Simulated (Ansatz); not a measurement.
K2CoI4 in space group P2_1/m (No. 11; Pearson symbol mP14), r²SCAN (plane waves, PAW; program Ansatz). The conduction-band minimum lies at A, with 1 equivalent valley. Second derivatives d²E/dk² of the lowest band at one valley (eV·Å²), along Cartesian directions:

```csv
direction,d²E/dk²
[100],1.357
[010],1.965
[001],2.522
[110],1.662
[101],0.7046
[011],2.245
```

Q: Find the principal effective masses, the density-of-states mass and the conductivity mass.

A: Off-diagonal terms follow from H_xy = H[110] − (H_xx + H_yy)/2, and m*/mₑ = 7.620 eV·Å² over each eigenvalue: 2.3, 3.9, 13. One valley's DOS mass (m₁m₂m₃)^(1/3) = 4.9, conductivity mass 3/(Σ 1/mᵢ) = 3.9 mₑ.

Q: What effective density of states Nc follows at 300 K for parabolic valleys?

A: Nc = 2.509e19 × 1 × (4.9)^(3/2) / 2 (one spin channel) ≈ 1.4e20 cm⁻³.

The workflow started from a Materials Project entry (that database holds measured and hypothetical structures alike); the Crystallography Open Database copy checked does not list it. Its standing as an ambient phase is unchecked. Symmetry was held in the r²SCAN relaxation; whether a distortion lowers the energy is not shown. Magnetic state: ferromagnetic, chosen from 2 collinear starts compared on coarse meshes (ties went to the first, and starts can fall back to one state), not a proven ground state. Other orbital occupations within this spin state were not tried. No Hubbard U is applied. Spin–orbit coupling is left out wherever it is not named.

Potentials: the later of the program's two PAW sets.

Edges and masses are those of Kohn–Sham bands, whose gap is no quasiparticle gap.
